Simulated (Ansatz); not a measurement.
# Relaxing a structure of MoRu

The relaxed structure here is a generated cell of MoRu: the first start was made by placing the elements on the sites of a structure type, and the end was not matched to a known phase here, so it may be hypothetical.

The start is a generated cell, MoRu placed in the AFLOW prototype AB_oI4_44_a_b (as in GaAs). Cell shape, volume and atoms are optimised at zero target pressure with PBE (plane waves to 420 eV, PAW, scalar-relativistic; Ansatz, a program for electronic structure). First-step values are on the input's coarse k-mesh.

Ansatz input (later rounds restart from its end on a renewed k-mesh):
Ansatz 0.2 input:
```yaml
crystal:
  lattice:
    - [-2.3387487, 2.402222, 1.2865559]
    - [2.3387487, -2.402222, 1.2865559]
    - [2.3387487, 2.402222, -1.2865559]
  atoms:
    - { symbol: Mo, position: [0, 0, 0] }
    - { symbol: Ru, position: [0.575, 0.075, 0.5] }
basis: { ecutwfc: 420, ecutrho_ratio: 4, xc_grid: 2, fft_grid_basis: typed }
kpoints: { mp_grid: { grid: [14, 14, 14] } }
hamiltonian:
  xc: pbe
  dispersion: none
  pseudopotentials: { kind: paw }
scf: { occupations: { method: fermi_dirac, width: 0.05 } }
relax: { f_tol: 0.01, max_steps: 100, cell: { stress_tol: 0.02 } }
output: { forces: true, stress: true }
```

| Property | Result |
|---|---|
| Largest initial force | 0.24 eV/Å, on Mo1, Ru2 (atoms numbered as listed) |
| Outcome | The space group goes from Imm2 (No. 44) to Immm (No. 71), with 2 atoms in the primitive cell |
| Energy released | 0.17 eV/atom |
| Shortest distances (start → end) | The closest pairs of elements (up to four, under 3.6 Å), start → end: Mo–Ru 2.41 → 2.41 Å; Ru–Ru 2.57 → 2.77 Å; Mo–Mo 2.57 → 2.77 Å |
| Band gap at the end | zero (metallic) |
| Optimiser moves | 15 |

Final structure:

Space group Immm (No. 71); a = 2.7686 Å, b = 4.7477 Å, c = 4.8189 Å, α = β = γ = 90.00°

| atom | site | symmetry | x | y | z |
|---|---|---|---|---|---|
| Mo | 2b | mmm | 0.5000 | 0.0000 | 0.0000 |
| Ru | 2d | mmm | 0.0000 | 0.5000 | 0.0000 |
(The calculation used a cell of 2 atoms; values per cell refer to that cell.)

Final values are on a 19×19×19 k-mesh of the relaxed cell. No spin polarisation in the result.

The run could not lose the symmetry of its start, so the end can be a saddle point.
